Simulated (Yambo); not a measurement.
CsLiWO$_{4}$ (space group I-4, No. 82): one transition space (4×4×4 mesh, 12 valence and 11 conduction bands, Tamm-Dancoff) with different kernels in Yambo, on PBEsol orbitals; field along x. BSE alone uses the static screening with 82 bands and a 3 Ry block; its scissor and those of RPA and TDDFT come from G0W0, that of the TDHF-type run from bare exchange. Axes are Cartesian, with cell vectors (Å) (-3.00, 3.00, 4.41), (3.00, -3.00, 4.41), (3.00, 3.00, -4.41).

```json
[
 {"kernel": "BSE (screened electron-hole attraction)", "scissor (eV)": "1.82", "direct gap with it (eV)": "6.32", "lowest state (eV)": "3.59 (dark)", "rough cost": "1 (with the screening)"},
 {"kernel": "TDHF-type (unscreened attraction, exchange-only scissor)", "scissor (eV)": "8.68", "direct gap with it (eV)": "13.18", "lowest state (eV)": "6.39 (dark)", "rough cost": "within a factor of two"},
 {"kernel": "RPA (no attraction)", "scissor (eV)": "1.82", "direct gap with it (eV)": "6.32", "lowest state (eV)": "6.32 (dark)", "rough cost": "about 1/2"}
]
```

Costs are rough.

RPA leaves the lowest state at the direct gap: no bound exciton. These are vertical excitations (zero momentum). Spin singlets only. Strong means a line over 3 % of the spectrum's maximum, dark under 0.03 %. Absolute energies carry the error of the G0W0 scissor, whose convergence isn't established; the long-wavelength screening was taken along (1,1,1) although the crystal is anisotropic. On a 2×2×2 mesh the BSE binding is 2.71 eV.

Spin-orbit coupling is not included.

Geometry of the Materials Project entry, not relaxed at this level; primitive cell a = b = c = 6.117 Å, α = β = 121.29°, γ = 87.78°.

The structure is a Materials Project entry; no match was found in the copy of COD used, and its stability was not checked.
